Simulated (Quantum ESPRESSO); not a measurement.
pw.x input (Quantum ESPRESSO 7.5; PBEsol, PseudoDojo standard norm-conserving files, scalar-relativistic):

```
&CONTROL
  calculation = 'scf'
  pseudo_dir = './pseudo'
  outdir = './out'
  tprnfor = .true.
  tstress = .true.
/
&SYSTEM
  ibrav = 0
  nat = 12
  ntyp = 3
  ecutwfc = 88.0
  ecutrho = 352.0
  occupations = 'smearing'
  smearing = 'fd'
  degauss = 0.002
  nbnd = 48
/
&ELECTRONS
  conv_thr = 1.2e-09
/
ATOMIC_SPECIES
C 12.0110 C.upf
O 15.9990 O.upf
Na 22.9898 Na.upf
CELL_PARAMETERS angstrom
  4.588535000000  -2.642715000000   0.000000000000
  4.588535000000   2.642715000000   0.000000000000
 -0.623324000000   0.000000000000   6.254175000000
ATOMIC_POSITIONS crystal
C   0.330340000000   0.330340000000   0.754810000000
C   0.669660000000   0.669660000000   0.245190000000
O   0.612260000000   0.185500000000   0.739630000000
O   0.387740000000   0.814500000000   0.260370000000
O   0.814500000000   0.387740000000   0.260370000000
O   0.185500000000   0.612260000000   0.739630000000
O   0.192480000000   0.192480000000   0.788330000000
O   0.807520000000   0.807520000000   0.211670000000
Na   0.000000000000   0.000000000000   0.000000000000
Na   0.000000000000   0.000000000000   0.500000000000
Na   0.326210000000   0.326210000000   0.228670000000
Na   0.673790000000   0.673790000000   0.771330000000
K_POINTS automatic
6 6 4 0 0 0
```

End of the output:

```

[...]
     the Fermi energy is     5.9128 ev
!    total energy              =    -587.46200694 Ry
     estimated scf accuracy    <          1.8E-10 Ry
     smearing contrib. (-TS)   =      -0.00000000 Ry
     internal energy E=F+TS    =    -587.46200694 Ry
     The total energy is F=E-TS. E is the sum of the following terms:
     one-electron contribution =    -349.70959071 Ry
     hartree contribution      =     204.66906559 Ry
     xc contribution           =    -112.31374462 Ry
     ewald contribution        =    -330.10773720 Ry
     convergence has been achieved in  12 iterations
     Forces acting on atoms (cartesian axes, Ry/au):
     atom    1 type  1   force =     0.00413177    0.00000000   -0.00069605
     atom    2 type  1   force =    -0.00413177    0.00000000    0.00069605
     atom    3 type  2   force =    -0.00797725    0.01592644   -0.00154827
     atom    4 type  2   force =     0.00797725   -0.01592644    0.00154827
     atom    5 type  2   force =     0.00797725    0.01592644    0.00154827
     atom    6 type  2   force =    -0.00797725   -0.01592644   -0.00154827
     atom    7 type  2   force =     0.01746343    0.00000000    0.00033923
     atom    8 type  2   force =    -0.01746343    0.00000000   -0.00033923
     atom    9 type  3   force =     0.00000000   -0.00000000    0.00000000
     atom   10 type  3   force =     0.00000000    0.00000000    0.00000000
     atom   11 type  3   force =     0.00045109    0.00000000    0.00233038
     atom   12 type  3   force =    -0.00045109   -0.00000000   -0.00233038
     Total force =     0.043992     Total SCF correction =     0.000027
     Computing stress (Cartesian axis) and pressure
          total   stress  (Ry/bohr**3)                   (kbar)     P=      -30.63
  -0.00025506   0.00000000  -0.00000549          -37.52        0.00       -0.81
   0.00000000  -0.00027669   0.00000000            0.00      -40.70        0.00
  -0.00000549   0.00000000  -0.00009281           -0.81        0.00      -13.65
```
In a gapped system the printed Fermi energy is only some level inside the gap.

Geometry of the Materials Project entry, not relaxed at this level.
